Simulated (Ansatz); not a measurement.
The numbers come from plane-wave PAW DFT (Ansatz): PBE, no spin polarisation, 420 eV, 7×7×7 Γ-centred k points, fermi-dirac occupations (width 0.1 eV). Nothing was relaxed.

Computed maps in the lattice plane spanned by a (left to right, 6.19 Å, 19 points from zero) and b (bottom to top, 6.19 Å, 19 points from zero), 120° apart, at height 0.000 along c. The fields are smooth PAW ones with compensation charges, not the true ones near nuclei.

Valence density. Digits on a logarithmic scale: 0 up to 0.03 e/Å³, each further digit a factor of 1.6, 9 from 1.3 e/Å³ up:
```
9985334555443335899
9854456676543335899
7544578997543335788
4345799998643234555
3357999997533223333
3468999996432222333
3569999975332233333
4579999754333334444
4567876543333456554
4455654333345678765
4444433333457999975
3333332233579999965
3333222234699999864
3333322335799999753
4555432346899997543
7887533345799875445
9998533345676654458
9998533344555433589
9997433344443334799
```

Question: The cell is YTi₂Pb₄. Which atoms lie within 0.2 Å of this plane, and where (fractions of a and b)?

Answer: Y at (0.00, 0.00), Pb at (0.30, 0.70), Pb at (0.70, 0.30). The whole cell:
```
Y Pb Ti
1.0
    -3.79297    3.79297    3.09902
     3.79297   -3.79297    3.09902
     3.79297    3.79297   -3.09902
Y Pb Ti
1 4 2
Direct
  0.00000 0.00000 0.00000
  0.30300 0.30300 0.60600
  0.30300 0.69700 0.00000
  0.69700 0.69700 0.39400
  0.69700 0.30300 0.00000
  0.75000 0.25000 0.50000
  0.25000 0.75000 0.50000
```

Origin: a known structure type with other elements, at an estimated volume, so it need not be a known compound.
